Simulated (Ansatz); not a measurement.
TaAs2:
```yaml
crystal:
  lattice:
    - [4.66538, 1.68489, 0.00000]
    - [-4.66538, 1.68489, 0.00000]
    - [-3.83309, 0.00000, 6.73183]
  atoms:
    - { symbol: Ta, position: [0.84301, 0.15699, 0.80473] }
    - { symbol: Ta, position: [0.15699, 0.84301, 0.19527] }
    - { symbol: As, position: [0.14027, 0.85973, 0.52732] }
    - { symbol: As, position: [0.85973, 0.14027, 0.47268] }
    - { symbol: As, position: [0.59446, 0.40554, 0.89135] }
    - { symbol: As, position: [0.40554, 0.59446, 0.10865] }
```

Relaxed with PBEsol. Special points in fractions of this cell's reciprocal vectors: Γ (0.000, 0.000, 0.000); C (0.293, 0.293, 0.000); C2 (-0.293, 0.707, 0.000); Y2 (-0.500, 0.500, 0.000); M2 (-0.500, 0.500, 0.500); D (-0.267, 0.733, 0.500); D2 (0.267, 0.267, 0.500); A (0.000, 0.000, 0.500); L2 (0.000, 0.500, 0.500); V2 (0.000, 0.500, 0.000).

**Question.** List the band energies nearest the Fermi level at these points for DFT-PBEsol in the program Ansatz with PAW potentials.

**Answer.** In eV from the Fermi level; about four levels below and three above (degenerate sets whole), none deeper than 8.9 eV; points with the same levels are listed once.

```json
[
 {"k": "Γ", "below": "-1.94 -1.24 -0.94 -0.48", "above": "0.98 1.32 1.92"},
 {"k": "C", "below": "-2.41 -1.82 -1.70 -1.29", "above": "0.81 0.96 1.85"},
 {"k": "Y2", "below": "-1.06 -0.97 -0.22 -0.10", "above": "0.68 0.94 1.65"},
 {"k": "M2", "below": "-1.93 -1.18 -0.91 -0.78", "above": "0.15 0.63 1.11"},
 {"k": "D", "below": "-2.61 -2.33 -1.91 -0.95", "above": "1.22 1.51 1.67"},
 {"k": "A", "below": "-1.91 -1.54 -0.93 -0.31", "above": "0.12 2.25 2.26"},
 {"k": "L2", "below": "-2.25 -1.98 -1.72 -0.85", "above": "0.52 1.35 1.86"},
 {"k": "V2", "below": "-2.38 -2.06 -1.62 -1.21", "above": "1.53 1.92 2.44"}
]
```

Space group C2/m. The first step of the workflow began from a Materials Project structure, measured or hypothetical; the Crystallography Open Database copy checked does not list it. Its standing as an ambient phase is unchecked. The PBEsol relaxation kept the symmetry of its start; whether a distortion lowers the energy is not shown. No spin polarisation was allowed. Scalar-relativistic: spin–orbit coupling is off unless named, which matters more the heavier the elements.

Potentials: the later of the program's two PAW sets.
